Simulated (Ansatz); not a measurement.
Total density of states per atom from r²SCAN (plane waves, PAW; program Ansatz), in 0.25 eV bins, energy from the valence-band maximum:

(E (eV), states/eV/atom): (-7.85, 0.00); (-7.60, 0.00); (-7.35, 0.00); (-7.10, 0.00); (-6.85, 0.00); (-6.60, 8.87); (-6.35, 8.84); (-6.10, 2.28); (-5.85, 0.00); (-5.60, 0.00); (-5.35, 0.01); (-5.10, 0.20); (-4.85, 0.87); (-4.60, 1.06); (-4.35, 0.44); (-4.10, 0.31); (-3.85, 0.23); (-3.60, 0.19); (-3.35, 0.14); (-3.10, 0.38); (-2.85, 0.72); (-2.60, 0.64); (-2.35, 0.77); (-2.10, 0.94); (-1.85, 0.91); (-1.60, 0.90); (-1.35, 0.88); (-1.10, 0.90); (-0.85, 0.71); (-0.60, 0.43); (-0.35, 0.27); (-0.10, 0.09); (0.15, 0.00); (0.40, 0.00); (0.65, 0.00); (0.90, 0.00); (1.15, 0.00); (1.40, 0.00); (1.65, 0.00); (1.90, 0.00); (2.15, 0.00); (2.40, 0.01); (2.65, 0.02); (2.90, 0.03); (3.15, 0.07); (3.40, 0.23); (3.65, 0.36); (3.90, 0.50); (4.15, 0.81); (4.40, 0.98); (4.65, 0.70); (4.90, 0.51); (5.15, 0.45); (5.40, 0.33); (5.65, 0.33); (5.90, 0.57); (6.15, 0.92); (6.40, 0.73); (6.65, 0.51)

Q: Pick the material that matches.
(A) PbSe, zinc blende
(B) ZnSe, zinc blende
(C) MnZn3, Cu3Au type
(D) LiZn3, Fm-3m (Li on 4a, Zn on 8c, Zn on 4b)

A: B, ZnSe, zinc blende. Top 1 eV of the valence band: Se 4p 89 %, Zn 3d 7 %. Bottom 1 eV of the conduction band: Zn 4s 59 %, Se 4s 22 %, Se 4p 16 %. Projections are on Löwdin-orthogonalised atomic valence shells; empty p or d shells of many metals are not among them.

Space group F-43m (zinc blende). Symmetry was held in the r²SCAN relaxation. Spin–orbit coupling is left out wherever it is not named.

Potentials: the later of the program's two PAW sets.
